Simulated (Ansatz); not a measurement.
Mg2SO, ordered on the zincblende lattice (P-4m2) with 4 atoms a cell, relaxed with r2SCAN, was run in the plane-wave code Ansatz under altered settings. All numbers are computed, without spin polarisation but where a row says otherwise.

```
CELL_PARAMETERS angstrom
3.67487 0.00000 0.00000
0.00000 3.67487 0.00000
0.00000 0.00000 4.88397
ATOMIC_POSITIONS crystal
O 0.00000 0.00000 0.00000
Mg 0.00000 0.50000 0.81132
S 0.50000 0.50000 0.50000
Mg 0.50000 0.00000 0.18868
```

The base run's other keys:
```yaml
kpoints:
  mp_grid: { grid: [4, 4, 2] }
hamiltonian:
  xc: hse06
scf:
  occupations: { method: fixed }
  n_extra_bands: 5
```

It takes 13 iterations with 1281 plane waves at 420 eV and 12 k points, and leaves a mean stress of 0.00 GPa. The gap over this mesh is 2.665 eV. It ran on 4 threads of Arm Neoverse V1, on a shared host.

Outcomes, with energy and stress as changes against the base:
```csv
setting,outcome,ΔF (meV/atom),Δ mean stress (GPa),gap on the mesh (eV),iterations,wall time
"PBE hybrid, exx coeff 0.4, omega 0.1 1/Å",converged,–,-1.3,3.864,18,8.3 s
"PBE hybrid, exx coeff 0.05, omega 0.2078 1/Å",converged,–,+1.6,1.812,11,6.2 s
basis.ecutwfc: 500,converged,-0.9,0.0,2.665,14,9 s
```
A dash marks a value that wasn't obtained or can't be compared. Stress is positive in compression. The base took 6.8 s. The base's mesh is coarse for a hybrid, so its own values aren't converged.

- PBE hybrid, exx coeff 0.4, omega 0.1 1/Å. That is 40 % exact exchange, screened with ω = 0.1 1/Å, against HSE06's 25 % screened at 0.208 1/Å. The mean stress moves by -1.3 GPa and the gap on the mesh by +1.199 eV (to 3.864). Totals of different functionals aren't comparable. The program warns that on this mesh the truncation of the exchange isn't bounded, so part of the change can be an error of the mesh.
- PBE hybrid, exx coeff 0.05, omega 0.2078 1/Å. That is 5 % exact exchange, screened with ω = 0.2078 1/Å, against HSE06's 25 % screened at 0.208 1/Å. The mean stress moves by +1.6 GPa and the gap on the mesh by -0.853 eV (to 1.812). Totals of different functionals aren't comparable.

Within 1 meV an atom, 0.1 GPa and 0.005 eV of the base stay: basis.ecutwfc: 500.

The program warns that its thresholds are loose for a hybrid's stress.

The meshes of the hybrids are coarse, so their gaps aren't converged to the digits shown.
